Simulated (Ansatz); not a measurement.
Ansatz input

```yaml
crystal:
  lattice:
    - [0.0, 3.2265749296, 3.2265749296]
    - [3.2265749296, 0.0, 3.2265749296]
    - [3.2265749296, 3.2265749296, 0.0]
  atoms:
    - { symbol: Ba, position: [0.0, 0.0, 0.0] }
hamiltonian:
  xc: blyp
  pseudopotentials:
    kind: paw
    azcp:
      Ba: "pseudopotentials/Ba.paw.azcp"
basis:
  ecutwfc: 420
  fft_grid_basis: typed
kpoints:
  mp_grid: { grid: [14, 14, 14], shift: [0, 0, 0] }
magnetization:
  spin_polarized: false
scf:
  occupations: { method: fermi_dirac, width: 0.1 }
```

Output

```
Engine: ansatz 0.2.0, aarch64-unknown-linux-gnu
Pseudopotentials: kind: paw
Pseudopotential: Ba, paw, valence charge 10, recommended cutoff 420 eV (normal) 
Functional definition: BLYP
  parameter beta = 0.0042
  parameter a = 0.04918
  parameter b = 0.132
  parameter c = 0.2533
  parameter d = 0.349
  exchange = b88_x(beta = beta)
  correlation = lyp_c(a = a, b = b, c = c, d = d)
Crystal: 1 atoms, lattice volume = 67.182 Å³
Basis set: ecut = 420 eV, 1363 PW (Γ), exchange–correlation on 64×64×64 points (8 copies of the dense FFT grid, shifted against one another)
Bands: 9, of which v1, the nominal top of the filled ones, is band 5 counted from 1 (4 counted from 0)
Symmetry: 48 space group operations
Space group: Fm-3m (ITA 225), of the structure as read, at distance tolerance 4.1e-5 Å
k-points: 104 of 2744
Non-local potential: Ba, projectors of the file, l = 0: 3, l = 1: 2, l = 2: 2, l = 3: 2
PAW form: soft (Blöchl's): semilocal exchange-correlation on the pseudo side does not see the compensation charge
PAW frozen core: Ba, regenerated for the run's functional, and the local potential with it (the file was generated under x = pbe(κ = 0.804, μ = 0.2195149727645171), c = pbe(β = 0.06672455060314922))
PAW one-centre angular grid: Ba, 194 points (default); XC on 64 Gauss nodes
Initial density: superposition of atomic densities (neutral atoms: chi_scale 0, normalization atom), corrected by the library's trained network
Initial wavefunctions: pseudopotential atomic-orbital guess
Functional: x = b88, c = lyp
SCF iter   1: F=—  HF=-5968.311536 eV  |F-HF|=—  |Δ(HF+E_count)|=         —  Δρ=1.80e-3  dr2=2.05e-3  ethr=1.77e-3  ⟨swp⟩=7.7  Hψ=9229  notcnv=0
SCF iter   2: F=—  HF=-5968.311989 eV  |F-HF|=—  |Δ(HF+E_count)|=   4.52e-4  Δρ=1.05e-3  dr2=8.57e-4  ethr=2.05e-5  ⟨swp⟩=2.7  Hψ=2302  notcnv=0
SCF iter   3: F=—  HF=-5968.312475 eV  |F-HF|=—  |Δ(HF+E_count)|=   4.87e-4  Δρ=2.71e-4  dr2=1.04e-4  ethr=8.57e-6  ⟨swp⟩=2.9  Hψ=1599  notcnv=0
SCF iter   4: F=—  HF=-5968.312573 eV  |F-HF|=—  |Δ(HF+E_count)|=   9.76e-5  Δρ=7.42e-5  dr2=4.14e-6  ethr=1.04e-6  ⟨swp⟩=2.6  Hψ=1463  notcnv=0
SCF iter   5: F=—  HF=-5968.312577 eV  |F-HF|=—  |Δ(HF+E_count)|=   4.29e-6  Δρ=1.62e-5  dr2=2.90e-7  ethr=4.14e-8  ⟨swp⟩=2.7  Hψ=1520  notcnv=0
SCF iter   6: F=-5968.312578 eV  HF=-5968.312578 eV  |F-HF|=7.06e-8  |Δ(HF+E_count)|=   6.64e-7  Δρ=6.98e-6  dr2=7.00e-8  ethr=1.00e-9  ⟨swp⟩=2.9  Hψ=1970  notcnv=0
SCF 1 converged in 6 iterations: F = -5968.312578 eV  dr2 = 7.00e-8
SCF converged after 6 iterations
Free energy (F): -5968.312578 eV
Harris-Foulkes:  -5968.312578 eV  (|F-HF|=7.06e-8)
Internal energy: -5968.253611 eV  (E = F + TS)
E sigma→0 (E₀):  -5968.283094 eV
Entropy (-TS):   -0.058967 eV (-58.967 meV/atom)
Fermi energy:    5.870301 eV
--- Per-component energies (eV) ---
  E_band       = -86.641925
  E_kinetic    = 165.992001
  E_local      = -394.504891  (includes V_loc(G=0)·N_el)
  E_nonlocal   = 57.556752
  E_hartree    = 125.177865
  E_xc         = -163.529696
  E_vxc        = -129.763081  (∫ρ·V_xc dr)
  E_paw        = -5247.489905  (= ΣΔE_a)
  E_vpaw       = -36.279018  (= ΣTr[D̂ρ^β])
  E_aug_tail   = -0.000002  (compensation charges beyond the density's cutoff)
  E_ewald      = -511.536148
  E_core_change = 0.080414  (= ΣΔE_core)
  E_smearing   = -0.058967  (= −TS)
  E_closure    = 0.000000  (closes the sum)
  Σ components = -5968.312578   (vs F -5968.312578, Δ=0.00e0)
```
